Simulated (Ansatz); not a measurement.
A plane-wave DFT run in Ansatz 0.2.0 (scalar-relativistic PAW potentials unless the input names others): input and command.

```yaml
crystal:
  lattice:
    - [0.0, 4.6036214908, 4.6036214908]
    - [4.6036214908, 0.0, 4.6036214908]
    - [4.6036214908, 4.6036214908, 0.0]
  atoms:
    - { symbol: Ca, position: [0.125, 0.125, 0.125] }
    - { symbol: Ca, position: [0.625, 0.125, 0.125] }
    - { symbol: Ca, position: [0.125, 0.125, 0.625] }
    - { symbol: Ca, position: [0.125, 0.625, 0.125] }
    - { symbol: Zr, position: [0.5, 0.5, 0.5] }
    - { symbol: Zr, position: [0.75, 0.75, 0.75] }
basis:
  ecutwfc: 420
kpoints:
  Mp_grid: { grid: [8, 8, 8] }
hamiltonian:
  xc: pbe
scf:
  occupations: { method: gaussian, width: 0.1 }
  max_iter: 60
output:
  forces: true
  eigenvalues: true
  stress: true
relax:
  adjacent_minimum: "off"
  f_tol: 0.01
  max_steps: 80
  cell: { stress_tol: 0.05 }
```

```bash
ansatz run input.yaml --threads 1 --pin off --max-ram 2560MiB --backend cpu --events-out ev --progress --plain --runs-dir out
```

Problem. What is wrong with this input?

Solution. The program refuses it, because of a misspelt key (the key kpoints.mp_grid typed as Mp_grid). With the key spelt rightly it is accepted.

Abridged log:
```
Error: YAML parse error: error: line 16 column 3: unknown field `Mp_grid`, expected one of mp_grid, list, band_path, initial_grid, further_shifts
  --> <input>:16:3
   |
14 |   ecutwfc: 420
15 | kpoints:
16 |   Mp_grid: { grid: [8, 8, 8] }
   |   ^ unknown field `Mp_grid`, expected one of mp_grid, list, band_path, initial_grid, further_shifts
17 | hamiltonian:
18 |   xc: pbe
   |
```